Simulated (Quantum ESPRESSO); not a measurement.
# Computed records: AlSi₆P (made-up cell)

All values are calculated (Quantum ESPRESSO 7.5). Calculation on a made-up crystal cell, not a measurement: periodic Kohn-Sham density functional theory in plane waves with PseudoDojo standard norm-conserving scalar-relativistic pseudopotentials, each functional with its own files (v0.5 for PBE, v0.4.1 for LDA and PBEsol), no spin polarisation, no spin-orbit coupling, atoms not relaxed, stress positive in tension, energies less a fixed whole-eV offset for each atom's element; levels are Kohn-Sham levels at fractions of this cell's reciprocal vectors, counted from the reference band (half the neutral cell's valence electrons, rounded up) at Gamma; error bars cover cutoff and k-mesh only, not smearing or the files; added strain carries the atoms with the cell, and shear is the tensor component; each bar is the largest change over components, and at least 0.002 eV, 0.002 eV per angstrom or 0.02 GPa; energies are for the whole cell, and the offsets were chosen from early runs and are not element reference energies.

```json
{"formula": "AlSi6P", "kind": "made-up cell", "structure": {"cell_angstrom": [[5.3152, 0.0, 0.0], [0.0, 5.3152, 0.0], [0.0, 0.0, 5.3152]], "atoms_fractional": [["Si", 0.00348, -0.0006, 0.00813], ["Si", -0.0158, 0.51663, 0.50028], ["Si", 0.49818, 0.00911, 0.49816], ["Si", 0.49488, 0.50213, 0.00211], ["Al", 0.23918, 0.24897, 0.25403], ["Si", 0.25452, 0.75497, 0.75175], ["Si", 0.75888, 0.25327, 0.74648], ["P", 0.7595, 0.74819, 0.23971]]}, "given": {"lattice_type": "zincblende/diamond", "functional": "pbe", "cutoff [eV]": 599, "fermi_dirac_smearing [eV]": 0.1, "scf_tolerance [eV]": 1e-07, "electrons_removed": 0, "k_mesh": "6 x 6 x 6, shifted by half a step", "atom_site": [1, 2, 3, 4, 5, 6, 7, 8], "atom_energy_offset [eV]": [-115, -115, -115, -115, -64, -115, -115, -189]}, "results": {"free_energy_less_offsets [eV]": 1.797, "smearing_term_minus_ts [eV]": -0.02061, "scf_iterations": 10, "pressure [GPa]": 10.6, "stress_xx [GPa]": -10.52, "stress_yy [GPa]": -10.87, "stress_zz [GPa]": -10.4, "stress_yz [GPa]": 1.932, "stress_xz [GPa]": -1.59, "stress_xy [GPa]": -1.044, "force_site": [1, 2, 3, 4, 5, 6, 7, 8], "force_x [eV/angstrom]": [-0.4073, 1.12, 0.8998, 0.5933, 0.2085, -0.2003, -0.7278, -1.486], "force_y [eV/angstrom]": [-0.2531, -0.2144, -0.7046, -0.3519, 1.1, 0.05036, -0.1857, 0.5596], "force_z [eV/angstrom]": [-1.27, 0.3179, 0.2018, -0.303, 0.4944, -0.3239, 0.5927, 0.2897], "fermi_level [eV]": 0.1159, "reference_band": 16, "level_k_point": ["Gamma", "(1/2,1/2,1/2)", "(0.15,0,0)", "(0,0.15,0)", "(0,0,0.15)"], "next_band_up [eV]": [0.2487, 0.2874, 0.1038, 0.09424, 0.1199], "error_bar_energy [eV]": 0.002, "error_bar_stress [GPa]": 0.02, "error_bar_force [eV/angstrom]": 0.002571, "error_bar_next_band_up [eV]": 0.002, "error_bar_fermi_level [eV]": 0.002461, "error_bars_from": "tighter rerun of a related cell"}}
```
